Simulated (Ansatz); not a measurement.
Input and command of a calculation in Ansatz (plane waves; scalar-relativistic PAW potentials unless the input names others):

```yaml
crystal:
  lattice:
    - [3.8109987816, 0.0, 0.0]
    - [-1.9054993908, 3.3004217586, 0.0]
    - [0.0, 0.0, 6.48336]
  atoms:
    - { symbol: Zn, position: [0.3333333333, 0.6666666667, 0.0] }
    - { symbol: Zn, position: [0.6666666667, 0.3333333333, 0.5] }
    - { symbol: S, position: [0.3333333333, 0.6666666667, 0.385] }
    - { symbol: S, position: [0.6666666667, 0.3333333333, 0.885] }
basis:
  ecutwfc: 420
kpoints:
  mp_grid: { grid: [12, 12, 6] }
hamiltonian:
  xc: pbe
scf:
  occupations: { method: gaussian, width: 0.05 }
  max_iter: 2
output:
  forces: true
  eigenvalues: true
  stress: true
```

```bash
ansatz run input.yaml --threads 1 --pin off --max-ram 2560MiB --backend cpu --events-out ev --progress --plain --runs-dir out
```

Abridged log:
```
Pseudopotentials: kind: paw
Pseudopotential: Zn, paw, valence charge 12, recommended cutoff 420 eV (normal)
Pseudopotential: S, paw, valence charge 6, recommended cutoff 420 eV (normal)
Functional definition: PBE
Crystal: 4 atoms, lattice volume = 81.547 Å³
Basis set: ecut = 420 eV, 1629 PW (Γ), exchange–correlation on 54×54×90 points (8 copies of the dense FFT grid, shifted against one another)
Bands: 22, of which v1, the nominal top of the filled ones, is band 18 counted from 1 (17 counted from 0)
Symmetry: 12 space group operations
Space group: P63mc (ITA 186), of the structure as read, at distance tolerance 4.3e-5 Å
k-points: 76 of 864 (time reversal used)
Initial density: superposition of atomic densities (neutral atoms: chi_scale 0, normalization atom), corrected by the library's trained network
Initial wavefunctions: pseudopotential atomic-orbital guess
Functional: x = pbe(κ = 0.804, μ = 0.21951497), c = pbe(β = 0.06672455)
SCF iter   1: F=—  HF=-8445.390129 eV  |F-HF|=—  |Δ(HF+E_count)|=         —  Δρ=6.38e-4  dr2=4.05e-4  ethr=1.77e-3  ⟨swp⟩=4.1  Hψ=17235  notcnv=0
SCF iter   2: F=—  HF=-8445.389910 eV  |F-HF|=—  |Δ(HF+E_count)|=   2.19e-4  Δρ=3.22e-4  dr2=8.02e-5  ethr=1.12e-6  ⟨swp⟩=2.0  Hψ=8069  notcnv=0
```

Question: What should be changed?

Answer: The fault is too few SCF iterations (scf.max_iter: not typed → 2, the first being the value of the sound run). Setting it back cures it. The log, from which this was withheld above, says: «Error: did not converge after 2 iterations: dr2 = 8.02e-5 (threshold 1.00e-7), under the density mixer `msr1`, which `scf.mixing.algorithm: auto` chose by the deck's other keys (type `scf.mixing.algorithm: msr1` to keep it); raise `scf.max_iter`, which need not help a stalled SCF, or adjust the mixing (`scf.mixing`) or, under a smearing, its width (`scf.occupations.width` …» The run stopped without converging. A reference run from the same start on usual settings converged with pressure -0.05 GPa, largest force 0.390 eV/Å, gap on the mesh 2.02 eV.

Time: 18 s on 1 thread of AMD EPYC (Zen 3), on a shared host, peak memory 0.36 GiB.